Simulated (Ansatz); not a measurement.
A relaxation computed with Ansatz, from input to last step.

```yaml
crystal:
  lattice:
    - [4.7264304991, 0.0, 0.0]
    - [0.0, 4.7264304991, 0.0]
    - [0.0, 0.0, 4.7264304991]
  atoms:
    - { symbol: Mg, position: [0.5, 0.5, 0.5] }
    - { symbol: Re, position: [0.0, 0.0, 0.0], spin: 3.95 }
    - { symbol: Se, position: [0.0, 0.5, 0.5], spin: -0.2 }
    - { symbol: Se, position: [0.5, 0.0, 0.5], spin: -0.2 }
    - { symbol: Se, position: [0.5, 0.5, 0.0], spin: -0.2 }
basis:
  ecutwfc: 420
kpoints:
  mp_grid: { grid: [4, 4, 4] }
hamiltonian:
  xc: pbe
scf:
  occupations: { method: gaussian, width: 0.1 }
  lower_state_search: "off"
output:
  forces: true
  stress: true
  eigenvalues: true
  populations: true
magnetization:
  spin_polarized: true
relax:
  adjacent_minimum: "off"
  f_tol: 0.04
  max_steps: 70
  cell: { stress_tol: 0.4 }
```

```bash
ansatz run input.yaml --threads 1 --pin off --max-ram 2560MiB --backend cpu --events-out ev --progress --plain --runs-dir out
```

Method: DFT PBE, scalar-relativistic, plane waves, PAW (Ansatz).

Of 5 frames 5 are shown, positions in Å and forces in eV/Å; the SCF threshold varies from step to step. Steps run on the plane waves of an earlier cell, with a Pulay correction in the pressure. The basis is chosen afresh for the last frame, the zero of the energies, and at times for earlier ones too; energy and pressure can step there, also at an unchanged geometry. Where two frames share a geometry here, they differ by under 2 meV/atom and 0.3 GPa.

```xyz
5
Lattice="4.7264 0.0000 0.0000 0.0000 4.7264 0.0000 0.0000 0.0000 4.7264" Properties=species:S:1:pos:R:3:forces:R:3 pbc="T T T" step=1 free_energy_over_end_meV_per_atom=72.35 pressure_GPa=8.31
Mg    2.3632    2.3632    2.3632    0.0000    0.0000    0.0000
Re    0.0000    0.0000    0.0000    0.0000    0.0000    0.0000
Se    0.0000    2.3632    2.3632    0.0000    0.0000    0.0000
Se    2.3632    0.0000    2.3632    0.0000    0.0000    0.0000
Se    2.3632    2.3632    0.0000    0.0000    0.0000    0.0000
5
Lattice="4.8782 0.0000 0.0000 0.0000 4.8782 0.0000 0.0000 0.0000 4.8782" Properties=species:S:1:pos:R:3:forces:R:3 pbc="T T T" step=2 free_energy_over_end_meV_per_atom=7.10 pressure_GPa=2.15
Mg    2.4391    2.4391    2.4391    0.0000    0.0000    0.0000
Re    0.0000    0.0000    0.0000    0.0000    0.0000    0.0000
Se    0.0000    2.4391    2.4391    0.0000    0.0000    0.0000
Se    2.4391    0.0000    2.4391    0.0000    0.0000    0.0000
Se    2.4391    2.4391    0.0000    0.0000    0.0000    0.0000
5
Lattice="4.9360 0.0000 0.0000 0.0000 4.9360 0.0000 0.0000 0.0000 4.9360" Properties=species:S:1:pos:R:3:forces:R:3 pbc="T T T" step=3 free_energy_over_end_meV_per_atom=0.69 pressure_GPa=0.41
Mg    2.4680    2.4680    2.4680    0.0000    0.0000    0.0000
Re    0.0000    0.0000    0.0000    0.0000    0.0000    0.0000
Se    0.0000    2.4680    2.4680    0.0000    0.0000    0.0000
Se    2.4680    0.0000    2.4680    0.0000    0.0000    0.0000
Se    2.4680    2.4680    0.0000    0.0000    0.0000    0.0000
5
Lattice="4.9502 0.0000 0.0000 0.0000 4.9502 0.0000 0.0000 0.0000 4.9502" Properties=species:S:1:pos:R:3:forces:R:3 pbc="T T T" step=4 free_energy_over_end_meV_per_atom=0.44 pressure_GPa=0.03
Mg    2.4751    2.4751    2.4751    0.0000    0.0000    0.0000
Re    0.0000    0.0000    0.0000    0.0000    0.0000    0.0000
Se    0.0000    2.4751    2.4751    0.0000    0.0000    0.0000
Se    2.4751    0.0000    2.4751    0.0000    0.0000    0.0000
Se    2.4751    2.4751    0.0000    0.0000    0.0000    0.0000
5
Lattice="4.9502 0.0000 0.0000 0.0000 4.9502 0.0000 0.0000 0.0000 4.9502" Properties=species:S:1:pos:R:3:forces:R:3 pbc="T T T" step=5 free_energy_over_end_meV_per_atom=0.00 pressure_GPa=0.03
Mg    2.4751    2.4751    2.4751    0.0000    0.0000    0.0000
Re    0.0000    0.0000    0.0000    0.0000    0.0000    0.0000
Se    0.0000    2.4751    2.4751    0.0000    0.0000    0.0000
Se    2.4751    0.0000    2.4751    0.0000    0.0000    0.0000
Se    2.4751    2.4751    0.0000    0.0000    0.0000    0.0000
```

The start puts this composition into another compound's structure type, which needn't suit it. At the end the space group is Pm-3m (tolerance 0.05 Å).

The run took 37 s on 1 thread of Arm Neoverse V2 (shared host), peak memory 0.44 GiB.

The k mesh is coarse. Spin-orbit coupling is left out, which matters for the bands of heavy elements.